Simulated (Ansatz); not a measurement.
## Notes on EuMn₂As₂

```
As Eu Mn
1.0
     4.25522    0.00000    0.00000
    -2.12761    3.68513    0.00000
     0.00000    0.00000    7.17145
As Eu Mn
2 1 2
Direct
  0.33330 0.66670 0.26000
  0.66670 0.33330 0.74000
  0.00000 0.00000 0.00000
  0.33330 0.66670 0.62000
  0.66670 0.33330 0.38000
```

Level: r2SCAN, with U_eff = 3.81 eV on Eu f, U_eff = 1.71 eV on Mn d (all-electron-ortho-atomic projectors), collinear spin; 500 eV; 6×6×4 Γ-centred mesh; fermi-dirac occupations (width 0.1186 eV); Ansatz 0.2.0, fixed geometry.

Magnetic state (reached from a saved solution, and it need not be the lowest): Eu3 up, Mn4 down, Mn5 up.

(1) What do density and ELF say about some of the short contacts?

(2) What is the band gap?

(3) Which element gives electrons and which takes them?

(4) What is the character of the valence top and the conduction bottom?

(5) Is the cell too large or too small?

Origin: a database entry at a rescaled volume. Caveats: the gap is not wide against the smearing.

Results:

(1) As–Mn at 2.58 Å: least valence density 0.34 e/Å³ and ELF 0.28 there. Mn–Mn at 3.00 Å: least valence density 0.16 e/Å³ and ELF 0.28 there. Eu–As at 3.08 Å: least valence density 0.18 e/Å³ and ELF 0.12 there. These are pseudo-fields; inside the PAW spheres they differ from the all-electron ones.

(2) The gap is 0.33 eV, indirect or between spins (the least direct gap found is 1.30 eV).

(3) Bader charges in e: Eu +1.34, Mn +0.90, As -1.57. In the mean Eu gives up most and As takes most.

(4) Within 0.7 eV of the edges, the states project mainly on As p (49 %), Eu f (24 %) and Mn d (17 %) below the gap and on Mn d (45 %) and Eu d (38 %) above it.

(5) The pressure is 2.5 GPa (compression positive), so with the atoms held at these fractions the cell would first expand. The principal stresses 1.8, 2.9, 2.9 GPa differ, so its shape would change too.
